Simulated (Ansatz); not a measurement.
Input:

Mo₂P₃O₁₁:
```
Mo2P3O11
1.0
    5.97401     4.36100     0.00000
   -5.97401     4.36100     0.00000
   -3.73874     0.00000     8.25657
Mo P O
4 6 22
Direct
  0.61455   0.86469   0.96028
  0.86469   0.61455   0.53972
  0.38545   0.13531   0.03972
  0.13531   0.38545   0.46028
  0.82883   0.04490   0.28635
  0.04490   0.82883   0.21365
  0.95510   0.17117   0.78635
  0.17117   0.95510   0.71365
  0.53859   0.53859   0.75000
  0.46141   0.46141   0.25000
  0.72636   0.55282   0.70663
  0.55282   0.72636   0.79337
  0.65929   0.03424   0.12948
  0.03424   0.65929   0.37052
  0.22020   0.12207   0.57209
  0.12207   0.22020   0.92791
  0.87793   0.77980   0.07209
  0.77980   0.87793   0.42791
  0.96576   0.34071   0.62948
  0.34071   0.96576   0.87052
  0.47981   0.63757   0.10455
  0.63757   0.47981   0.39545
  0.36243   0.52019   0.60455
  0.52019   0.36243   0.89545
  0.75457   0.11436   0.81554
  0.11436   0.75457   0.68446
  0.27364   0.44718   0.29337
  0.44718   0.27364   0.20663
  0.98697   0.98697   0.75000
  0.88564   0.24543   0.31554
  0.24543   0.88564   0.18446
  0.01303   0.01303   0.25000
```
The run is spin-polarised; directions of the spins, atom by atom: ↑ ↑ ↑ ↑ 0 0 0 0 0 0 0 0 0 0 0 0 0 0 0 0 0 0 0 0 0 0 0 0 0 0 0 0.

This is the r²SCAN-relaxed structure.

Task: All from r²SCAN (plane waves, PAW; program Ansatz), unless another level is named. Give the electronic character.

Result: metallic (no gap).

Task: Give the density of states at the Fermi level.

Result: 0.18 states/eV per atom (mean over ±0.08 eV).

Task: Next, the formation energy from the elements (no fitted shifts)?

Result: -2.16 eV/atom.

Space group C2/c. The workflow started from a Materials Project entry (that database holds measured and hypothetical structures alike); the Crystallography Open Database copy checked does not list it. Its standing as an ambient phase is unchecked. The cell was relaxed with r²SCAN under the symmetry of its start; its stability against distortions is not shown here. Spin order of the final state: ferromagnetic, the only order run, not a proven ground state. Other orbital occupations within this spin state were not tried. No Hubbard U is applied. The references are the lowest solids computed at this level, not always the standard phases (solids in place of the gases). Scalar-relativistic: spin–orbit coupling is off unless named, which matters more the heavier the elements.

Potentials: the later of the program's two PAW sets.
